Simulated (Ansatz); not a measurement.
Space group C2/m (No. 12). a = 4.797 Å, b = 4.655 Å, c = 4.978 Å, α = 90.00°, β = 104.03°, γ = 90.00°
```tsv
atom	site	symmetry	x	y	z
Mg	4i	m	0.3093	0.5000	0.1996
C	4i	m	0.8003	0.5000	0.2628
C	2d	2/m	0.0000	0.5000	0.5000
```

Equation of state of this Mg2C3 structure (not necessarily the ground state), with shape and atoms relaxed at each volume where symmetry leaves them free. Level of theory: DFT PBEsol, scalar-relativistic, plane waves, PAW (Ansatz 0.2.0).

Plane waves to 420 eV, a k mesh through Γ of 8×8×6 on the computed 5-atom cell and Gaussian smearing (0.02 eV); no spin polarisation.

| V (Å³/atom) | E − E(largest V) (meV/atom) | P (GPa) | gap on mesh (eV) |
| --- | --- | --- | --- |
| 9.491 | 35.66 | 18.57 | 1.77 |
| 9.814 | 4.14 | 12.78 | 1.76 |
| 10.138 | -16.57 | 7.84 | 1.74 |
| 10.462 | -28.03 | 3.61 | 1.70 |
| 10.785 | -31.58 | 0.00 | 1.69 |
| 11.109 | -28.37 | -3.11 | 1.67 |
| 11.432 | -19.41 | -5.74 | 1.61 |
| 11.864 | 0.00 | -8.63 | 1.46 |

Fit a third-order Birch–Murnaghan equation to E(V).

V0 = 10.79 Å³/atom, B0 = 111 GPa, B0' = 4.2.

Cost: 8 runs of about 9.9 core-minutes in all, on Arm Neoverse N1 (shared hosts).